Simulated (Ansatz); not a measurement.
Input:

MoTe2 (2H-MoS2 type, space group P6_3/mmc)

```xyz
6
Lattice="3.5419 0.0000 0.0000 -1.7710 3.0674 0.0000 0.0000 0.0000 14.1820" Properties=species:S:1:pos:R:3 pbc="T T T"
Mo     0.0000     2.0449    10.6365
Mo     1.7710     1.0225     3.5455
Te     0.0000     2.0449     1.7511
Te     1.7710     1.0225     8.8421
Te     1.7710     1.0225    12.4309
Te     0.0000     2.0449     5.3399
```

In this cell atom 1 (Mo, nearest neighbour Te at 2.721 Å; its periodic images, 3.5 Å or more away, move with it) is moved by s along Cartesian x, unit vector (1.000, 0.000, 0.000); all other atoms and the cell stay fixed.

All values below come from r2SCAN+rVV10 (plane waves to 500 eV, PAW, scalar-relativistic; Ansatz, a quantum-chemistry and plane-wave program). k mesh 9×9×2 (Γ-centred), Fermi-Dirac smearing 0.05 eV. E stands for the smeared free energy. As the smearing reaches across the gap at some points, energies and forces of such displacements shift with the k mesh and the smearing. MoTe2 is run without spin polarisation. MoTe2 was relaxed with its symmetry unable to fall. Spin-orbit coupling is left out, though Te is heavy. The PAW data are Ansatz's earlier set. ΔE is measured from the undisplaced structure.

The scan covers s from -0.540 to 0.540 Å in 11 points.

Question: Is the energy the same for equal positive and negative displacements?

Answer: Even: the same for both signs. With its periodic images moving along, the atom's site symmetry in this cell is -6m2.

Question: What force acts on the atom along the line at s = -0.540 Å?

Answer: 6.50 eV/Å.

Question: What is the force constant k = d²E/ds² of this move at s = 0?

Answer: 14.6 eV/Å².

(For displaced atoms, the force is minus the slope of the energy, and its curvature is a force constant, which sets phonon frequencies.)
